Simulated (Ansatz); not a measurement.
A 12-atom cell of ZrSnO₄ built on the rutile structure (relaxed group P-42_1m) at its r2SCAN geometry, run in the plane-wave code Ansatz at 2 levels of theory. Non-magnetic throughout. Whether this structure exists isn't addressed.

The PBE+SOC input:
```yaml
crystal:
  lattice:
    - [4.8133017594, 0.0, 0.0]
    - [0.0, 4.8133017594, 0.0]
    - [0.0, 0.0, 6.4778139812]
  atoms:
    - { symbol: Sn, position: [0.0, 0.5, 0.1219767629] }
    - { symbol: Sn, position: [0.5, 0.0, 0.8780232371] }
    - { symbol: O, position: [0.6971261864, 0.8028738136, 0.1230748382] }
    - { symbol: O, position: [0.3028738136, 0.1971261864, 0.1230748382] }
    - { symbol: O, position: [0.8028738136, 0.3028738136, 0.8769251618] }
    - { symbol: O, position: [0.1971261864, 0.6971261864, 0.8769251618] }
    - { symbol: Zr, position: [0.0, 0.5, 0.6251275372] }
    - { symbol: Zr, position: [0.5, 0.0, 0.3748724628] }
    - { symbol: O, position: [0.6926949305, 0.8073050695, 0.6296074555] }
    - { symbol: O, position: [0.3073050695, 0.1926949305, 0.6296074555] }
    - { symbol: O, position: [0.8073050695, 0.3073050695, 0.3703925445] }
    - { symbol: O, position: [0.1926949305, 0.6926949305, 0.3703925445] }
kpoints:
  mp_grid: { grid: [6, 6, 4] }
  band_path:
    path:
      - [0.0, 0.0, 0.0]
      - [0.0, 0.5, 0.0]
      - [0.5, 0.5, 0.0]
      - [0.0, 0.0, 0.5]
      - [0.0, 0.5, 0.5]
      - [0.5, 0.5, 0.5]
    npoints: 1
hamiltonian:
  xc: pbe
scf:
  occupations: { method: fixed }
  n_extra_bands: 14
magnetization:
  noncollinear: true
  spin_orbit: true
output:
  forces: true
  stress: true
  eigenvalues: true
```

Main results, then, where recorded, the levels near the gap in eV from the Fermi energy (columns number the bands from 0), one row a point of the path (Γ, X, M, Z, R, A):
```
Crystal: 12 atoms, lattice volume = 150.077 Å³
Symmetry: 8 space group operations + 8 with time reversal
Magnetic group: BNS 113.268 (UNI 928)
```
```
Basis set: ecut = 420 eV, 2913 PW (Γ)
Bands: 114, of which v1, the nominal top of the filled ones, is band 100 counted from 1 (99 counted from 0)
k-points: 30 of 144 (time reversal used)
Free energy (F): -24971.260260 eV
Fermi energy:    9.165696 eV
--- Forces (eV/Å), atoms counted from 1 ---
  atom   1  Sn      0.00000      0.00000      0.00004
  atom   2  Sn      0.00000      0.00000    -0.00004
  atom   3  O     -0.05317      0.05317      0.18587
  atom   4  O       0.05317    -0.05317      0.18587
  atom   5  O       0.05317      0.05317    -0.18587
  atom   6  O     -0.05317    -0.05317    -0.18587
  atom   7  Zr      0.00000      0.00000    -0.00605
  atom   8  Zr      0.00000      0.00000      0.00605
  atom   9  O       0.08938    -0.08938    -0.16584
  atom  10  O     -0.08938      0.08938    -0.16584
  atom  11  O     -0.08938    -0.08938      0.16584
  atom  12  O       0.08938      0.08938      0.16584
--- Stress (GPa, compression-positive) ---
        5.111754       0.000000       0.000000
        0.000000       5.111754       0.000000
        0.000000       0.000000       5.889940
  P = ⅓ Tr σ = 5.3711 GPa (53.711 kbar)
```
```tsv
band_92	band_93	band_94	band_95	band_96	band_97	band_98	band_99	band_100	band_101	band_102	band_103	band_104	band_105
-1.129	-1.129	-0.621	-0.621	-0.588	-0.588	0.000	0.000	2.793	2.793	3.046	3.046	4.618	4.618
-1.020	-1.020	-1.010	-1.010	-0.638	-0.638	-0.636	-0.636	3.480	3.480	3.488	3.488	4.526	4.526
-0.809	-0.809	-0.809	-0.809	-0.667	-0.667	-0.667	-0.667	3.277	3.277	3.277	3.277	4.849	4.849
-0.711	-0.711	-0.706	-0.706	-0.553	-0.553	-0.428	-0.428	3.632	3.632	4.295	4.295	4.498	4.498
-0.845	-0.845	-0.839	-0.839	-0.611	-0.611	-0.607	-0.607	4.186	4.186	4.188	4.188	4.686	4.686
-0.832	-0.832	-0.832	-0.832	-0.745	-0.745	-0.745	-0.745	4.242	4.242	4.242	4.242	4.829	4.829
```

With PBE+SOC the gap is 2.79 eV and direct, at Γ.

**Question.** In the first input these blocks are replaced (the band path and keys that only write files left aside):
```yaml
hamiltonian:
  xc: r2scan
scf:
  occupations: { method: fixed }
  n_extra_bands: 7
```
(magnetization left out)
What comes out?

**Answer.**
```
Basis set: ecut = 500 eV, 3823 PW (Γ)
Bands: 57, of which v1, the nominal top of the filled ones, is band 50 counted from 1 (49 counted from 0)
k-points: 30 of 144 (time reversal used)
Free energy (F): -25028.091960 eV
Fermi energy:    8.774785 eV
--- Forces (eV/Å), atoms counted from 1 ---
  atom   1  Sn      0.00000      0.00000      0.00311
  atom   2  Sn      0.00000      0.00000    -0.00311
  atom   3  O     -0.00129      0.00129      0.00070
  atom   4  O       0.00129    -0.00129      0.00070
  atom   5  O       0.00129      0.00129    -0.00070
  atom   6  O     -0.00129    -0.00129    -0.00070
  atom   7  Zr      0.00000      0.00000      0.00205
  atom   8  Zr      0.00000      0.00000    -0.00205
  atom   9  O     -0.00270      0.00270      0.00090
  atom  10  O       0.00270    -0.00270      0.00090
  atom  11  O       0.00270      0.00270    -0.00090
  atom  12  O     -0.00270    -0.00270    -0.00090
--- Stress (GPa, compression-positive) ---
        0.001623       0.000000       0.000000
        0.000000       0.001623       0.000000
        0.000000       0.000000       0.028465
  P = ⅓ Tr σ = 0.0106 GPa (0.106 kbar)
```
```tsv
band_46	band_47	band_48	band_49	band_50	band_51	band_52
-1.139	-0.617	-0.617	0.000	3.412	3.613	5.147
-1.042	-1.042	-0.641	-0.641	4.050	4.050	5.088
-0.841	-0.841	-0.680	-0.680	3.891	3.891	5.418
-0.712	-0.712	-0.561	-0.445	4.229	4.846	5.032
-0.851	-0.851	-0.621	-0.621	4.746	4.746	5.251
-0.864	-0.864	-0.740	-0.740	4.826	4.826	5.391
```
The r2SCAN gap is direct at Γ: 3.41 eV. The mean stress is close to zero (0.01 GPa).

Totals of different functionals, or with and without spin-orbit coupling, can't be compared.

Only the levels marked +SOC include spin-orbit coupling.
